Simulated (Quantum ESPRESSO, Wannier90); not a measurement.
## TiO2 (rutile): Wannier90 run

```
CELL_PARAMETERS angstrom
      4.59984     0.00000     0.00000
      0.00000     4.59984     0.00000
      0.00000     0.00000     2.95921
ATOMIC_POSITIONS crystal
  Ti 0.50000 0.50000 0.00000
  Ti 0.00000 0.00000 0.50000
  O  0.69568 0.69568 0.50000
  O  0.30432 0.30432 0.50000
  O  0.80432 0.19568 0.00000
  O  0.19568 0.80432 0.00000
```

Materials Project entry mp-2657; symmetrised, unrelaxed at this level. COD (Crystallography Open Database) has the formula in 6 space groups, this one among them (matched by group alone). Computed values, not measurements, from PBE: Quantum ESPRESSO (norm-conserving PseudoDojo potentials, cutoff 68 Ry, no spin polarisation, no spin-orbit coupling) on a Γ-centred 4×4×8 mesh, then Wannier90. Density: 8×8×10 mesh, cold smearing 0.01 Ry.

Functional, cutoff and mesh named above are those of the base row (68); the first column says what each row takes instead. Model: 16 functions from bands 9-24, start SCDM (isolated) (the valence bands). Energies are relative to the valence-band maximum; the misfit is to pw.x on a path, for all bands of the set. Only the plane-wave cutoff changes (density cutoff four times as high). Ω_total can sit in another minimum from row to row; Ω_I of an isolated set cannot. A star marks runs that hit the step limit.

```
ecutwfc (Ry)  Ω_I (Å²)  Ω_total (Å²)  rms misfit (meV)  gap (eV)  ΔE to highest cutoff (meV/atom)  plane waves a k-point, about (cost)  rough cost of nscf and overlaps (first row = 1)
------------  --------  ------------  ----------------  --------  -------------------------------  -----------------------------------  -----------------------------------------------
34               12.32         14.11                15     2.398                           4639.2                                 1400                                              1.0
42               12.57         14.37               7.1     2.068                           1789.3                                 1900                                              1.2
51               12.76        14.57*               2.9     1.949                            470.7                                 2600                                              1.4
68               12.82         14.66               1.4         …                                …                                 4000                                              2.4
84               12.82         14.64               1.4     1.884                              0.3                                 5500                                                3
105              12.82         14.64               1.4     1.884                              0.0                                 7700                                                4
```

Q: Complete the blanks.

A: 
- 68, gap (eV): 1.889
- 68, ΔE to highest cutoff (meV/atom): 20.1
